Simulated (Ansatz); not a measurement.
## CdSe: do the settings matter for the field gradients?

This input was run with Ansatz:

```yaml
crystal:
  lattice:
    - [4.3, 0.0, 0.0]
    - [-2.15, 3.7239092363, 0.0]
    - [0.0, 0.0, 7.02]
  atoms:
    - { symbol: Cd, position: [0.3333333333, 0.6666666667, 0.0] }
    - { symbol: Cd, position: [0.6666666667, 0.3333333333, 0.5] }
    - { symbol: Se, position: [0.3333333333, 0.6666666667, 0.385] }
    - { symbol: Se, position: [0.6666666667, 0.3333333333, 0.885] }
kpoints:
  mp_grid: { grid: [6, 6, 3] }
scf:
  occupations: { method: fermi_dirac, width: 0.15 }
hamiltonian:
  xc: pbe
  pseudopotentials: { kind: paw }
output:
  forces: true
  stress: true
  populations: true
  efg: { contact_densities: true }
```

```sh
ansatz run input.yaml --threads 1 --pin off --max-ram 3072MiB --backend cpu --events-out ev --progress --plain --runs-dir out
```

It converged. Of its output the block on the nuclei alone is shown, without the SCF iterations, energies, forces and stress (one atom of each set):

```
--- PAW observables at the nuclei: V_zz in 10²¹ V/m², potentials from the cell's mean, atoms counted from 1 ---
  atom   1  Cd V_zz =    +3.015208   η = 0.0000   by run symmetry: allowed
            electrostatic potential = -7704.248823 V   contact ρ = 1035910.493078 e/Å³
  atom   3  Se V_zz =    -1.613389   η = 0.0000   by run symmetry: allowed
            electrostatic potential = -4709.900874 V   contact ρ = 262876.316111 e/Å³
```

Problem. Can these gradients be trusted, and how do they compare with a run on standard settings?

Solution. They agree with the standard run. Against the standard input the change is `scf.occupations.width`: 0.02 → 0.15; `kpoints.mp_grid.grid`: [8, 8, 4] → [6, 6, 3]. A site carries the number of its first atom; V_zz in 10²¹ V/m².

```csv
site,atom,V_zz standard,η standard,V_zz here,η here
Cd,1,3.00,0.00,3.02,0.00
Se,3,-1.63,0.00,-1.61,0.00
```

No V_zz moves by more than 0.02. In per cent, |V_zz| changes by +1 on Cd, -1 on Se (all sites that start above 0.5). SCF iterations: 7 and 6. In the changed run the k-mesh is coarser than the standard one, yet the gradients stay close to the reference.

On the reference run: The largest force is 0.3 eV/Å, so the atoms aren't at the calculated equilibrium and relaxing them would move these values. Without spin–orbit coupling (the program notes it for Cd) the gradients can shift somewhat, as the gap is small.
